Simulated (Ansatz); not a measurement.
Relaxed Cd (hcp, Mg type):

```yaml
crystal:
  lattice:
    - [2.96202, 0.00000, 0.00000]
    - [-1.48101, 2.56519, 0.00000]
    - [0.00000, 0.00000, 5.79795]
  atoms:
    - { symbol: Cd, position: [0.33333, 0.66667, 0.75000] }
    - { symbol: Cd, position: [0.66667, 0.33333, 0.25000] }
```

Scan: atom 2 (Cd, nearest neighbour Cd at 2.962 Å; its periodic images, 3.0 Å or more away, move with it) is displaced along Cartesian [110], direction (0.707, 0.707, 0.000) in Cartesian axes, by s. The other atoms stay.

Computed with r2SCAN (plane waves to 500 eV, PAW, scalar-relativistic; Ansatz, a first-principles code). k mesh 14×14×7 (Γ-centred), Fermi-Dirac smearing 0.05 eV. The energy includes the smearing's −TS. With partly filled bands, energies and forces of such displacements shift with the k mesh and the smearing. On this mesh the relaxed cell isn't quite at rest: it carries a pressure of 0.2 GPa (compression positive) at the zero of the scan. Cd was relaxed with its symmetry unable to fall. The zero of ΔE is the undisplaced structure.

Task: What ΔE (meV/cell) does the calculation give at s (Å) = -0.590, -0.236, -0.118, 0.236, 0.354, 0.590?

Result: 
```json
[
 {"s (Å)": "-0.590", "ΔE (meV/cell)": "28.2"},
 {"s (Å)": "-0.236", "ΔE (meV/cell)": "6.4"},
 {"s (Å)": "-0.118", "ΔE (meV/cell)": "1.7"},
 {"s (Å)": "0.236", "ΔE (meV/cell)": "7.8"},
 {"s (Å)": "0.354", "ΔE (meV/cell)": "18.0"},
 {"s (Å)": "0.590", "ΔE (meV/cell)": "49.9"}
]
```

(For displaced atoms, the force is minus the slope of the energy, and its curvature is a force constant, which sets phonon frequencies.)
